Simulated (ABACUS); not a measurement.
Energy against volume for Mg₄Te₃Se (P-4m2, 8 atoms in the cell; from Materials Project mp-1222094, lattice scaled a little): the cell is scaled uniformly, and the atoms keep their fractional positions.

```xyz
8
Lattice="4.5708 0.0000 0.0000 0.0000 4.5708 0.0000 0.0000 0.0000 12.8731" Properties=species:S:1:pos:R:3 pbc="T T T"
Mg     2.2854     0.0000     7.8252
Mg     0.0000     2.2854     5.0479
Mg     2.2854     0.0000     1.6823
Mg     0.0000     2.2854    11.1908
Te     2.2854     2.2854     3.3679
Te     2.2854     2.2854     9.5052
Te     0.0000     0.0000     0.0000
Se     0.0000     0.0000     6.4365
```

All values come from this method and carry its errors: PBEsol, PseudoDojo 0.4 standard norm-conserving PBEsol (tails mended) pseudopotentials (plane waves; ABACUS).

Held fixed: KPT = MP 3 3 1 0 0 0; basis_type = pw; dft_functional = PBESOL; ecutwfc = 86 Ry; smearing_method = fixed; potentials = PseudoDojo 0.4 standard norm-conserving PBEsol (tails mended); symmetry = 1; symmetry_prec = 1e-05; ks_solver = dav_subspace; scf_nmax = 100; scf_thr = 1.0e-09 Ry; mixing_type = pulay; mixing_beta = 0.7.

Spin-orbit coupling is left out, which matters for bands and gaps with elements this heavy. The structure comes from a collection of computed structures, made at another level of theory; the collection holds predicted forms beside known ones. Its lattice was then scaled.

```json
[
 {"V (Å³/atom)": "31.602", "V/V(base)": "0.940", "ΔF (meV/atom, from the lowest row)": "0.0", "pressure (GPa)": "-0.05"},
 {"V (Å³/atom)": "32.274", "V/V(base)": "0.960", "ΔF (meV/atom, from the lowest row)": "1.8", "pressure (GPa)": "-0.82"},
 {"V (Å³/atom)": "32.947", "V/V(base)": "0.980", "ΔF (meV/atom, from the lowest row)": "6.7", "pressure (GPa)": "-1.52"},
 {"V (Å³/atom)": "33.283", "V/V(base)": "0.990", "ΔF (meV/atom, from the lowest row)": "10.2", "pressure (GPa)": "-1.84"},
 {"V (Å³/atom)": "33.619", "V/V(base)": "1.000", "ΔF (meV/atom, from the lowest row)": "14.4", "pressure (GPa)": "-2.14"},
 {"V (Å³/atom)": "33.955", "V/V(base)": "1.010", "ΔF (meV/atom, from the lowest row)": "19.2", "pressure (GPa)": "-2.42"},
 {"V (Å³/atom)": "34.292", "V/V(base)": "1.020", "ΔF (meV/atom, from the lowest row)": "24.5", "pressure (GPa)": "-2.69"},
 {"V (Å³/atom)": "34.964", "V/V(base)": "1.040", "ΔF (meV/atom, from the lowest row)": "36.9", "pressure (GPa)": "-3.19"},
 {"V (Å³/atom)": "35.636", "V/V(base)": "1.060", "ΔF (meV/atom, from the lowest row)": "51.2", "pressure (GPa)": "-3.64"}
]
```

The minimum lies outside the scanned range, at smaller volume.

“Tails mended”: in these copies of the files the far tail of each local potential was reset to the Coulomb form.
